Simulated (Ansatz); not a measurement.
## Relaxing a structure of Nb

The start is a randomly generated symmetric cell of Nb (space group No. 194). The structure is fully relaxed (lattice and positions, P = 0) with r2SCAN (plane waves to 500 eV, PAW, scalar-relativistic; Ansatz, an electronic-structure program). The first steps use a coarse 13×13×5 k-mesh.

Input geometry:
```
Nb
1.0
    2.80550     0.00000     0.00000
   -1.40275     2.42964     0.00000
    0.00000     0.00000     6.28921
Nb
2
Direct
  0.33333   0.66667   0.25000
  0.66667   0.33333   0.75000
```

- Initial pressure: -11.6 GPa (negative: the cell is under tension)
- Energy released: 0.37 eV/atom
- Volume change: -13.4 %, from 21.43 to 18.57 Å³/atom
- Band gap at the end: no gap (metallic)
- Optimiser moves: 14

It ends as:

```cif
data_Nb2
_chemical_formula_sum 'Nb2'
_space_group_name_H-M_alt 'P63/mmc'
_space_group_IT_number 194
_space_group_name_Hall '-P 6c 2c'
_cell_length_a 2.85879
_cell_length_b 2.85879
_cell_length_c 5.24619
_cell_angle_alpha 90.000
_cell_angle_beta 90.000
_cell_angle_gamma 120.000
loop_
_atom_site_label
_atom_site_type_symbol
_atom_site_symmetry_multiplicity
_atom_site_Wyckoff_symbol
_atom_site_fract_x
_atom_site_fract_y
_atom_site_fract_z
_atom_site_occupancy
Nb1 Nb 2 d 0.66667 0.33333 0.25000 1
```

Final values are on a 19×19×9 k-mesh of the relaxed cell. No spin polarisation in the result.

The run could not lower the symmetry of its start; a shaken copy of this end point relaxes with r2SCAN to Im-3m (No. 229), 0.31 eV/atom lower.

The relaxed structure here is a generated cell of Nb: the first start was made by a random draw of sites in a space group, and the end was not matched to a known phase here, so it may be hypothetical. Known forms of Nb include space group No. 229.
